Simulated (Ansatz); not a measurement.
## Competing spin states in Ta2CoO6

```xyz
18
Lattice="4.7358 0.0000 0.0000 0.0000 4.7358 0.0000 0.0000 0.0000 9.1708" Properties=species:S:1:pos:R:3 pbc="T T T"
Ta    0.0000    0.0000    3.0300
Ta    2.3679    2.3679    7.6154
Ta    2.3679    2.3679    1.5554
Ta    0.0000    0.0000    6.1408
Co    0.0000    0.0000    0.0000
Co    2.3679    2.3679    4.5854
O     1.4724    1.4724    0.0000
O     0.8955    3.8403    4.5854
O     3.2634    3.2634    0.0000
O     3.8403    0.8955    4.5854
O     1.4051    1.4051    2.9851
O     0.9628    3.7730    7.5705
O     3.3307    3.3307    2.9851
O     3.7730    0.9628    7.5705
O     3.7730    0.9628    1.6003
O     3.3307    3.3307    6.1857
O     0.9628    3.7730    1.6003
O     1.4051    1.4051    6.1857
```

Method: r2SCAN with U_eff = 3.0 eV on Co d (all-electron-ortho-atomic projectors) in Ansatz 0.2.0, PAW datasets, plane waves to 500 eV, 6×6×3 Γ-centred mesh, fermi-dirac occupations of width 0.050 eV. The atoms are fixed and numbered as listed; spin is collinear, without spin-orbit coupling.

The cycle has several fixed points for this cell. Moments (μB):

```tsv
state	Co5	Co6	other atoms together	size of the net moment a cell
A	0.00	0.00	0.00	0.00
B	2.63	2.63	0.36	6.00
C	2.63	-2.63	0.00	0.00
```

Site moments are taken in small spheres that don't touch (radius about 0.4 of the atom's shortest bond), so those of the magnetic atoms read low, and they needn't add up to the net moment. State A was run without spin polarisation.

**Question.** What is the order in energy at zero smearing?

**Answer.** State B (parallel moments) comes first by a margin too small to trust; C (antiparallel, compensated) is level with it, A (without moments) lies 277 meV above it, all counted an atom of the cell. The two lowest differ by only 0.6 meV for each atom with a column above, which mesh or functional could overturn.

**Question.** Which states have a gap on the mesh, and what pressure does each exert on this cell?

**Answer.** A: no gap, -4.9 GPa; B: gap 3.22 eV, -0.2 GPa; C: gap 3.08 eV, -0.2 GPa (positive in compression). Moments take up room: without them the pressure is lower, so that state wants a smaller cell.

**Question.** How much does the cell gain by forming moments?

**Answer.** 277 meV an atom of the cell, or 2493 meV for each Co atom, against state A, which has none. A run without spin would miss this and give wrong energies and forces. That state isn't the paramagnet, which keeps its moments, so this is no ordering energy, and a U raises it further by its penalty on part-filled orbitals.

The cell is that of a Crystallography Open Database entry, unchanged.

Caveats: only orders that fit this cell and collinear spins were tried, so the true order may need a larger cell or canted moments; atoms and cell are not relaxed, and each state would relax in its own way; the U is a value in common use, not computed for this crystal; the k mesh is coarse, so differences of a few meV are uncertain where a state is a metal; one start a pattern, so a lower state of the same pattern may exist; the nearest magnetic pairs stand parallel in every state found, so their coupling isn't measured.
